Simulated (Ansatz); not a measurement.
TiO2:
Space group I4₁/amd, origin choice 1 (No. 141); a = 3.7991 Å, b = 3.7991 Å, c = 9.6987 Å, α = 90.00°, β = 90.00°, γ = 90.00°

```tsv
atom	site	symmetry	x	y	z
Ti	4a	-4m2	0.0000	0.0000	0.0000
O	8e	2mm.	0.0000	0.0000	0.2065
```
(The calculation used a cell of 6 atoms; values per cell refer to that cell.)

This is the PBE-relaxed structure.

Question: All from PBE (plane waves, PAW; program Ansatz), unless another level is named. Give the band gap.

Answer: 2.12 eV (indirect).

Question: Predict the conduction-band minimum.

Answer: at Γ.

Question: Predict the valence-band maximum.

Answer: on the Γ–X line, 86 % of the way from Γ.

Space group I4_1/amd (anatase). The cell was relaxed with PBE under the symmetry of its start. The run is not spin-polarised.

Potentials: the later of the program's two PAW sets.
